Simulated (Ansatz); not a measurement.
## Tc (hcp)

Level of theory: DFT, LDA, scalar-relativistic, no spin polarisation; plane waves to 600 eV with PAW datasets (Ansatz 0.2.0), 18×18×10 k-mesh, Gaussian smearing of 0.05 eV; PAW files: Ansatz's generated set soft_2.

```
CELL_PARAMETERS angstrom
2.70938 0.00000 0.00000
-1.35469 2.34639 0.00000
0.00000 0.00000 4.32924
ATOMIC_POSITIONS crystal
Tc 0.33333 0.66667 0.75000
Tc 0.66667 0.33333 0.25000
```

The pressure at this geometry is 0.1 GPa.

Question: Which orbitals carry the states at the Fermi level, and how many states are there?

Answer: Within 0.1 eV of it: Tc 4d 93 % (shares among the projected shells). The density of states at the Fermi level is about 1.8 states/eV per cell, averaged over 0.3 eV.

Density of states (tetrahedra, averaged over 0.5 eV; states/eV per cell of 2 atoms; energy in eV from the Fermi level; projections on Löwdin-orthogonalised atomic orbitals, summed over sites):

```csv
E,total,Tc 4d,Tc 5s,Tc 4p,Tc 4s
-5.60,1.16,0.80,0.32,0.01,0.02
-5.10,2.70,2.11,0.53,0.03,0.03
-4.60,2.58,2.14,0.39,0.03,0.01
-4.10,1.90,1.64,0.22,0.02,0.00
-3.60,2.56,2.28,0.21,0.03,0.00
-3.10,2.45,2.25,0.14,0.02,0.00
-2.60,1.59,1.43,0.12,0.02,0.00
-2.10,2.74,2.54,0.13,0.02,0.00
-1.60,2.59,2.39,0.14,0.02,0.00
-1.10,2.86,2.64,0.15,0.02,0.00
-0.60,2.92,2.63,0.17,0.02,0.00
-0.10,2.06,1.84,0.12,0.01,0.00
0.40,1.66,1.47,0.10,0.01,0.00
0.90,1.48,1.34,0.07,0.00,0.00
1.40,1.35,1.25,0.05,0.00,0.00
1.90,1.53,1.44,0.05,0.00,0.00
```
